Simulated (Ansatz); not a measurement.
CsCaH₃:
```
CsCaH3
1.0
    4.54054     0.00000     0.00000
    0.00000     4.54054     0.00000
    0.00000     0.00000     4.54054
Cs Ca H
1 1 3
Cartesian
  0.00000   0.00000   0.00000
  2.27027   2.27027   2.27027
  2.27027   0.00000   2.27027
  0.00000   2.27027   2.27027
  2.27027   2.27027   0.00000
```

PBEsol (plane waves, PAW; program Ansatz) gives a gap of 2.88 eV without spin–orbit coupling, maximum at M, minimum at M.

Task: What happens when spin–orbit coupling is switched on?

Result: The gap drops by 0.05 eV, to 2.83 eV; maximum at M, minimum at M.

Task: Give the electron effective mass with spin–orbit coupling.

Result: 0.43, 0.43, 0.45 mₑ (principal values).

Space group Pm-3m (cubic perovskite). The first step of the workflow began from a Materials Project structure, measured or hypothetical; the Crystallography Open Database copy checked does not list it. Whether it is the stable phase at ambient conditions was not checked. The cell was relaxed with PBEsol under the symmetry of its start; its stability against distortions is not shown here.

Potentials: the later of the program's two PAW sets.
